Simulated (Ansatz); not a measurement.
SiRh:
```
CELL_PARAMETERS angstrom
      4.67242     0.00000     0.00000
      0.00000     4.67242     0.00000
      0.00000     0.00000     4.67242
ATOMIC_POSITIONS crystal
  Si 0.15786 0.34214 0.65786
  Si 0.34214 0.65786 0.15786
  Si 0.65786 0.15786 0.34214
  Si 0.84214 0.84214 0.84214
  Rh 0.84744 0.65256 0.34744
  Rh 0.65256 0.34744 0.84744
  Rh 0.34744 0.84744 0.65256
  Rh 0.15256 0.15256 0.15256
```

Relaxed with PBEsol.

**Question.** Map the electron localisation function on the plane through (0.158, 0.342, 0.658) spanned by u = [1, 0, 0] and v = [0, 1, 0] in lattice vectors, from plane-wave PAW PBEsol (Ansatz code).

**Answer.** x is the fraction of u, y of v (the angle between them is 90°; rows are the nearest grid lines); atoms in the plane: Si at (0.00, 0.00), Rh at (0.19, 0.51).
```
|*: =##+:..:--:..:+##= :*|
|:..=##=:..:-::..:+##=  :|
| .-*#*=:...::...:=+*=.  |
|=+*#*+-:........:-===--=|
|#%%#+-:.....:::...:-=+*#|
|##*=:. ...:::::.. ..-=*#|
|+=-:.    .:::-::.  .:-=+|
|::::-:.   .:---::....:-:|
|.:=+**+-. .:-==--:::::..|
|.=*%@@%*: .:=++=====-:..|
|:+%@@@@#=..:=+*++***+-.:|
|-*@@@@@%+:.-+**#####+-.-|
|-*@@@@@%+:.-+*##%%%#+-.-|
|:+%@@@@#=..-+*#%%%#*+:.:|
|.-*#%%#+: .:=**###*+=:..|
|..-+++=:  .:-=++++==-:..|
|::::::.   .::----------:|
|++=-..    ...:::::::-=++|
|#%#*=:..     ....::-=+##|
|#%@%*=-.       ..:-+**##|
|=*#%%*=:        :-+**+==|
| .=#%#=:  ...   :=*#*:  |
|:..+##+:..:::.  :+#%+. :|
|*: =##+:..:--:..:+##= :*|
```
Scale: ten equal steps from 0.182 (start of ' ') to 0.775 (end of '@'), in the order ' .:-=+*#%@'; x runs from 0.000 to 1.00, y from 0.000 (bottom) to 1.00 (top).

The density is the valence pseudo-density with augmentation charge, so density and ELF within about 1 Å of a nucleus are not all-electron values.

Space group P2_13. The first step of the workflow began from a Materials Project structure, measured or hypothetical; the Crystallography Open Database copy checked does not list it. COD files the formula under space group No. 14, so this cell is another polymorph or a model. Whether it is the stable phase at ambient conditions was not checked. The cell was relaxed with PBEsol under the symmetry of its start; whether a distortion lowers the energy is not shown. The run is not spin-polarised.

Potentials: the later of the program's two PAW sets.
